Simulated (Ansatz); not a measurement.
Input and command of a plane-wave DFT calculation in Ansatz:

```yaml
crystal:
  lattice:
    - [3.3116414332, 0.0, 0.0]
    - [0.0, 3.3116414332, 0.0]
    - [0.0, 0.0, 3.3116414332]
  atoms:
    - { symbol: Mn, position: [0.0, 0.5, 0.5] }
    - { symbol: Mn, position: [0.5, 0.0, 0.5] }
    - { symbol: Mn, position: [0.5, 0.5, 0.0] }
    - { symbol: Cu, position: [0.0, 0.0, 0.0] }
basis:
  ecutwfc: 420
kpoints:
  mp_grid: { grid: [12, 12, 12] }
hamiltonian:
  xc: pbesol
scf:
  occupations: { method: gaussian, width: 0.1 }
  lower_state_search: "off"
output:
  forces: true
  stress: true
  eigenvalues: true
```

```bash
ansatz run input.yaml --threads 1 --pin off --max-ram 2560MiB --backend cpu --events-out ev --progress --plain --runs-dir out
```

Processor: Intel(R) Xeon(R) 6975P-C (Granite Rapids), 1 thread, on a host shared with other jobs.

Q: How long does it run, and how much memory does it take?

A: About 3.9 s on 1 thread of Intel(R) Xeon(R) 6975P-C (Granite Rapids), on a shared host, peak memory 0.45 GiB. It solves 39 bands at 84 k points (the mesh reduced by the symmetry that the task leaves, which can be less than the crystal's) with about 739 plane waves, in 9 SCF iterations.
